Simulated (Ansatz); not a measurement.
GaSb:
```xyz
2
Lattice="0.0000 3.0696 3.0696 3.0696 0.0000 3.0696 3.0696 3.0696 0.0000" Properties=species:S:1:pos:R:3 pbc="T T T"
Sb     4.6044     4.6044     4.6044
Ga     0.0000     0.0000     0.0000
```

Relaxed with HSE06.

Q: Give the Bader charges and basin volumes of the independent atoms, DFT-HSE06 in the program Ansatz with PAW potentials.

A: 

| atom | Bader charge (e) | Bader volume (Å³) |
|---|---|---|
| Sb1 | -0.45 | 37.4 |
| Ga2 | +0.45 | 20.5 |

Space group F-43m (zinc blende). The HSE06 relaxation kept the symmetry of its start. Scalar-relativistic: spin–orbit coupling is off unless named, which matters more the heavier the elements.

Potentials: the later of the program's two PAW sets.
